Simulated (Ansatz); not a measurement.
The end point of a relaxation of Ba(P$_{2}$Au)$_{2}$. Method: r2SCAN (plane waves to 500 eV, PAW, scalar-relativistic; Ansatz, a program for electronic structure).

```
CELL_PARAMETERS angstrom
      0.00000     4.53334    11.14169
      3.22994     0.00000    11.14169
      3.22994     4.53334     0.00000
ATOMIC_POSITIONS crystal
  Ba 0.00000 0.00000 0.00000
  Ba 0.25000 0.25000 0.25000
  P  0.65471 0.00325 0.61860
  P  0.00325 0.65471 0.72344
  P  0.72344 0.61860 0.00325
  P  0.61860 0.72344 0.65471
  P  0.59529 0.24675 0.63140
  P  0.24675 0.59529 0.52656
  P  0.52656 0.63140 0.24675
  P  0.63140 0.52656 0.59529
  Au 0.83580 0.83580 0.16420
  Au 0.16420 0.16420 0.83580
  Au 0.41420 0.41420 0.08580
  Au 0.08580 0.08580 0.41420
```

**Question.** Find the space group and the Wyckoff positions (tolerance 0.01 Å).

**Answer.** Space group Fddd, origin choice 1 (No. 70); a = 6.460 Å, b = 9.067 Å, c = 22.283 Å, α = 90.00°, β = 90.00°, γ = 90.00°

```tsv
atom	site	symmetry	x	y	z
Ba	8a	222	0.0000	0.0000	0.0000
P	32h	1	0.0609	0.1133	0.5790
Au	16g	..2	0.0000	0.0000	0.1642
```

**Question.** Give the shortest distances between elements (the closest pairs, up to four, under 3.6 Å).

**Answer.** P–P 2.20 Å; Au–P 2.36 Å; Au–Au 3.29 Å; Au–Ba 3.38 Å.

```yaml
volume_per_atom: 23.31 Å³
band_gap: 0.50 eV, indirect (valence top at L, conduction bottom at Γ) (no spin-orbit coupling)
smallest_direct_gap: 0.92 eV at Γ
```

No spin polarisation in the result. Without spin-orbit coupling the bands of the heavy element are not split, so the gap can be far off.

The run could not lose the symmetry of its start.
